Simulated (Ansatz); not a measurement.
InSb in space group P6_3mc (No. 186; In on 2b, Sb on 2b, In on 2a, Sb on 2a) at seven volumes, DFT-r²SCAN in the program Ansatz with PAW potentials, shape and atoms relaxed at each. One row is withheld.

```json
[
 {"V (Å³/atom)": "32.065", "P (GPa)": "5.12"},
 {"V (Å³/atom)": "33.122", "P (GPa)": "3.11"},
 {"V (Å³/atom)": "34.179", "P (GPa)": "1.41"},
 {"V (Å³/atom)": "35.236", "P (GPa)": "0.00"},
 {"V (Å³/atom)": "36.293", "P (GPa)": "?"},
 {"V (Å³/atom)": "37.350", "P (GPa)": "-2.19"},
 {"V (Å³/atom)": "38.407", "P (GPa)": "-3.03"}
]
```

Fit the shown pressures and predict the withheld one.

P = (3/2)B₀(x^(7/2) − x^(5/2))[1 + (3/4)(B′ − 4)(x − 1)] with x = (V₀/V)^(2/3). Least squares on the six rows gives V₀ = 35.235 Å³/atom, B₀ = 43.2 GPa, B′ = 4.83. At V = 36.293, x = 0.9805 and P = -1.19 GPa. The run itself gave -1.19 GPa.

The start of the workflow was typed in or built on a structure type; neither database checked (COD, Materials Project) lists it. It is not the phase usual at ambient conditions (space group No. 216). Symmetry was held in the r²SCAN relaxation; whether a distortion lowers the energy is not shown. Spin–orbit coupling is left out wherever it is not named.

Potentials: the earlier of the program's two PAW sets.
